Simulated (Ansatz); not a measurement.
# NiO: experiment and calculation

**Measured values to compare with.**

From “Structural, optical and electronic properties of Ni1−xCoxO in the complete composition range”, 2020, pmc:9058517, for a ceramic of NiO at 300 K: lattice constant a 4.1801 ± 0.0003 Å.

How close the calculation comes is told below.

Theory: DFT PBE+U, scalar-relativistic, plane waves, PAW in Ansatz.

Cutoff 420 eV; k points 12×12×12 on the computed 2-atom cell (Γ-centred); Gaussian smearing, width 0.02 eV; U_eff Ni 6.20 eV on the d shells (Löwdin-orthogonalised atomic orbitals); collinear spin from starting moments 1.91 0.21 μB.

Relaxed structure, symmetry kept:

```cif
data_structure
_symmetry_space_group_name_H-M 'Fm-3m'
_symmetry_Int_Tables_number 225
_cell_length_a 4.2675
_cell_length_b 4.2675
_cell_length_c 4.2675
_cell_angle_alpha 90.000
_cell_angle_beta 90.000
_cell_angle_gamma 90.000
_cell_volume 77.72
loop_
_atom_site_label
_atom_site_type_symbol
_atom_site_symmetry_multiplicity
_atom_site_Wyckoff_symbol
_atom_site_fract_x
_atom_site_fract_y
_atom_site_fract_z
_atom_site_occupancy
Ni1 Ni 4 a 0.00000 0.00000 0.00000 1
O1 O 4 b 0.50000 0.00000 0.00000 1
```

```
Space group                                                                                                                                 : Fm-3m (No. 225)
Volume per atom                                                                                                                             : 9.71 Å³
Kohn–Sham band gap                                                                                                                          : 1.94 eV, indirect from L to Γ
Löwdin character of the top 1 eV of the valence band                                                                                        : O 2p 84 %, Ni 3d 14 %
Löwdin character of the lowest 1 eV of the conduction band                                                                                  : Ni 3d 89 %
Electron masses at the edge by Cartesian direction of the standard setting (m_e; degenerate bands sorted by energy; no spin-orbit coupling) : x: 0.26; y: 0.26; z: 0.26
Hole masses at the edge by Cartesian direction of the standard setting (m_e; degenerate bands sorted by energy; no spin-orbit coupling)     : x: 16, 0.50; y: 16, 0.50; z: 16, 0.50
Bulk modulus                                                                                                                                : 180 GPa
Its pressure derivative                                                                                                                     : 4.5
Bader charges (e)                                                                                                                           : Ni (1 in the cell) 1.27, O (1 in the cell) -1.27
Total moment                                                                                                                                : 2.00 μB per cell
Site moments (μB; atoms counted from 1 over the whole cell)                                                                                 : Ni (atom 1) 1.74, O (atom 2) 0.19
```

The state reached may not be the lowest one.

Only this magnetic start was tried.

Against the measured lattice constant a of NiO, 4.1801 Å (300 K; ceramic; the paper above), the calculated 4.267 Å is off by +2.1 %. 2 values of this kind are on record in papers (4.176 to 4.1801 Å); this one was drawn at random among those near their median, those with a stated uncertainty first. The calculation is for 0 K without zero-point motion. The calculated magnetic order may not be the real one, and cell, gap and energy hang on it, so these differences aren't the functional's alone.

Cost: 11 runs of about 4.9 core-minutes in all, on AMD EPYC 7R43 (Zen 3) (shared hosts).